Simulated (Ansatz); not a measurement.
Ansatz (a program for electronic structure) input:

Ansatz 0.2 input:
```yaml
crystal:
  lattice:
    - [3.1826008209, 0.0, 0.0]
    - [-1.5913004104, 2.756213161, 0.0]
    - [0.0, 0.0, 5.1853765239]
  atoms:
    - { symbol: Ga, position: [0.6666666667, 0.3333333333, 0.0009073502] }
    - { symbol: Ga, position: [0.3333333333, 0.6666666667, 0.5009073502] }
    - { symbol: N, position: [0.6666666667, 0.3333333333, 0.6242926498] }
    - { symbol: N, position: [0.3333333333, 0.6666666667, 0.1242926498] }
kpoints:
  mp_grid: { grid: [9, 9, 5] }
basis: { xc_grid: 2 }
hamiltonian:
  xc: pbesol
  pseudopotentials: { kind: paw }
scf:
  occupations: { method: fixed }
output:
  optics: { e_range: [0.0, 15.0], de: 0.05, sigma: 0.1, bands: { spectra_wanted_up_to: 12 eV } }
```

Output (shortened):

```
output.optics: the spectra are integrated over the Brillouin zone by k·p interpolation around the k-points, where levels, occupations, output.optics.sigma and …
Pseudopotentials: kind: paw
Pseudopotential: Ga, paw, valence charge 13
Pseudopotential: N, paw, valence charge 5
Functional definition: PBEsol
Crystal: 4 atoms, lattice volume = 45.486 Å³
Basis set: ecut = 420 eV, 893 PW (Γ), exchange–correlation on 48×48×72 points (8 copies of the dense FFT grid, shifted against one another)
Bands: 22, of which v1, the nominal top of the filled ones, is band 18 counted from 1 (17 counted from 0)
Symmetry: 12 space group operations
Space group: P63mc (ITA 186), of the structure as read, at distance tolerance 3.6e-5 Å
k-points: 36 of 405 (time reversal used)
PAW frozen core: Ga, regenerated for the run's functional, and the local potential with it
PAW frozen core: N, regenerated for the run's functional, and the local potential with it
Initial wavefunctions: pseudopotential atomic-orbital guess
Eigensolver: davidson
Functional: x = pbesol(κ = 0.804, μ = 0.12345679012345678), c = pbesol(β = 0.046)
SCF iter   1: F=—  HF=-8245.714100 eV  |F-HF|=—  |Δ(HF+E_count)|=         —  Δρ=1.27e-2  dr2=7.10e-2  ethr=1.77e-3  ⟨swp⟩=4.2  Hψ=2800  notcnv=0  defer=36
all-band conjugate gradients solve this SCF's bands
preconditioner: auto → Resta (q_TF=auto, 2.624 Å⁻¹)
SCF iter   2: F=—  HF=-8245.694108 eV  |F-HF|=—  |Δ(HF+E_count)|=   2.00e-2  Δρ=1.88e-3  dr2=1.64e-3  ethr=1.97e-4  ⟨swp⟩=2.1  Hψ=1304  notcnv=0  defer=70
SCF iter   3: F=—  HF=-8245.693914 eV  |F-HF|=—  |Δ(HF+E_count)|=   1.94e-4  Δρ=8.89e-4  dr2=2.68e-4  ethr=4.56e-6  ⟨swp⟩=2.0  Hψ=1062  notcnv=0  defer=70
SCF iter   4: F=—  HF=-8245.693936 eV  |F-HF|=—  |Δ(HF+E_count)|=   2.15e-5  Δρ=1.56e-4  dr2=1.25e-5  ethr=7.44e-7  ⟨swp⟩=2.0  Hψ=1440  notcnv=0  defer=17
SCF iter   5: F=—  HF=-8245.693913 eV  |F-HF|=—  |Δ(HF+E_count)|=   2.25e-5  Δρ=1.06e-4  dr2=3.21e-6  ethr=3.48e-8  ⟨swp⟩=2.0  Hψ=1434  notcnv=0
SCF iter   6: F=—  HF=-8245.693914 eV  |F-HF|=—  |Δ(HF+E_count)|=   8.99e-7  Δρ=1.99e-5  dr2=1.29e-7  ethr=8.91e-9  ⟨swp⟩=2.6  Hψ=1411  notcnv=0
SCF iter   7: F=—  HF=-8245.693914 eV  |F-HF|=—  |Δ(HF+E_count)|=   8.64e-8  Δρ=3.04e-6  dr2=4.18e-9  ethr=3.58e-10  ⟨swp⟩=2.7  Hψ=1433  notcnv=0
SCF iter   8: F=—  HF=-8245.693914 eV  |F-HF|=—  |Δ(HF+E_count)|=   5.54e-9  Δρ=5.29e-7  dr2=1.45e-10  ethr=1.16e-11  ⟨swp⟩=2.1  Hψ=1177  notcnv=0
SCF iter   9: F=-8245.693914 eV  HF=-8245.693914 eV  |F-HF|=0.00e0  |Δ(HF+E_count)|=  1.13e-10  Δρ=8.35e-8  dr2=2.65e-12  ethr=1.00e-12  ⟨swp⟩=4.1  Hψ=2921  notcnv=0
SCF 1 converged in 9 iterations: F = -8245.693914 eV  dr2 = 2.65e-12
NSCF: frozen V_eff on 36 k-points
Optics k sum: 0 of 36 k-points
Optics k sum: 2 of 36 k-points
Optics k sum: 4 of 36 k-points
Optics k sum: 6 of 36 k-points
Optics k sum: 8 of 36 k-points
Optics k sum: 9 of 36 k-points
Optics k sum: 11 of 36 k-points
Optics k sum: 13 of 36 k-points
Optics k sum: 15 of 36 k-points
Optics k sum: 17 of 36 k-points
Optics k sum: 18 of 36 k-points
Optics k sum: 20 of 36 k-points
Optics k sum: 22 of 36 k-points
Optics k sum: 24 of 36 k-points
Optics k sum: 26 of 36 k-points
Optics k sum: 27 of 36 k-points
Optics k sum: 29 of 36 k-points
Optics k sum: 31 of 36 k-points
Optics k sum: 33 of 36 k-points
Optics k sum: 35 of 36 k-points
Optics k sum: 36 of 36 k-points
Optics k sum: 0 of 36 k-points
Optics k sum: 2 of 36 k-points
Optics k sum: 4 of 36 k-points
Optics k sum: 6 of 36 k-points
Optics k sum: 8 of 36 k-points
Optics k sum: 9 of 36 k-points
Optics k sum: 11 of 36 k-points
Optics k sum: 13 of 36 k-points
Optics k sum: 15 of 36 k-points
Optics k sum: 17 of 36 k-points
Optics k sum: 18 of 36 k-points
Optics k sum: 20 of 36 k-points
Optics k sum: 22 of 36 k-points
Optics k sum: 24 of 36 k-points
Optics k sum: 26 of 36 k-points
Optics k sum: 27 of 36 k-points
Optics k sum: 29 of 36 k-points
Optics k sum: 31 of 36 k-points
Optics k sum: 33 of 36 k-points
Optics k sum: 35 of 36 k-points
Optics k sum: 36 of 36 k-points
NSCF: frozen V_eff on 1 k-points
NSCF: frozen V_eff on 1 k-points
NSCF: frozen V_eff on 1 k-points
NSCF: frozen V_eff on 1 k-points
output.optics: what the bands over the 33 summed would add to eps1, eps2 and the energy-loss function is held between a lower and an upper bound (6 Lanczos …
SCF converged after 9 iterations
Free energy (F): -8245.693914 eV
Harris-Foulkes:  -8245.693914 eV  (|F-HF|=0.00e0)
Internal energy: -8245.693914 eV  (E = F + TS)
E sigma→0 (E₀):  -8245.693914 eV
Fermi energy:    9.623641 eV
--- Per-component energies (eV) ---
  E_band       = -13.125441
  E_kinetic    = 493.541565
  E_local      = -3897.352878  (includes V_loc(G=0)·N_el)
  E_nonlocal   = 951.064136
  E_hartree    = 1790.904760
  E_xc         = -255.412036
  E_vxc        = -267.771118  (∫ρ·V_xc dr)
  E_paw        = -4152.065923  (= ΣΔE_a)
  E_vpaw       = -874.416758  (= ΣTr[D̂ρ^β])
  E_aug_tail   = 0.000111  (compensation charges beyond the density's cutoff)
  E_ewald      = -3178.155804
  E_core_change = 1.782153  (= ΣΔE_core)
  E_smearing   =  0.000000  (= −TS)
  E_closure    = 0.000000  (closes the sum)
  Σ components = -8245.693914   (vs F -8245.693914, Δ=0.00e0)
  [band-id]    e_kinetic+e_local+e_nonlocal+2·e_hartree+e_vxc+e_vpaw+e_augmentation_tail = -13.125421   (vs E_band -13.125441, Δ=1.93e-5)
--- Band table (eV; the first three rows and the last of 36) ---
  k-point 0: bands = ["-6.3866", "-5.4541", "-3.8609", "-3.8454", "-3.8454", "-3.7836", "-3.7836", "-3.5887", "-3.5887", "-3.4889", "-3.4889", "-2.2224", "2.4685", "8.5762", "8.5762", "9.5793", "9.6236", "9.6236", "11.4988", "13.8254", "18.7298", "19.4404"]
  k-point 1: bands = ["-6.2695", "-5.5004", "-3.8432", "-3.8432", "-3.8276", "-3.7930", "-3.7930", "-3.5757", "-3.5757", "-3.4953", "-3.4953", "-2.6177", "3.1903", "8.4912", "8.6711", "8.6711", "9.5192", "9.5192", "12.3941", "13.9011", "18.4617", "19.3963"]
  k-point 2: bands = ["-5.9761", "-5.6717", "-3.8334", "-3.8334", "-3.8140", "-3.8140", "-3.6744", "-3.5456", "-3.5456", "-3.5150", "-3.5150", "-3.2689", "4.8051", "6.6867", "8.9257", "8.9257", "9.2497", "9.2497", "13.5008", "13.9637", "18.0182", "18.2505"]
  k-point 35: bands = ["-5.2849", "-5.2849", "-3.7523", "-3.7193", "-3.7193", "-3.6675", "-3.5664", "-3.5663", "-3.5465", "-3.5465", "-1.7654", "-1.7654", "3.4506", "3.4506", "4.9824", "5.7523", "7.9860", "7.9860", "16.1213", "16.1213", "16.2631", "17.2798"]
  band table: 22 of 22 bands, residual norms ≤ 1.0e-3 eV
```

Cost: roughly 120 core-seconds on shared cores.

Space group P6_3mc (wurtzite). The PBEsol relaxation kept the symmetry of its start. Spin–orbit coupling is left out wherever it is not named.

Potentials: the later of the program's two PAW sets.

Ansatz is a plane-wave DFT program.
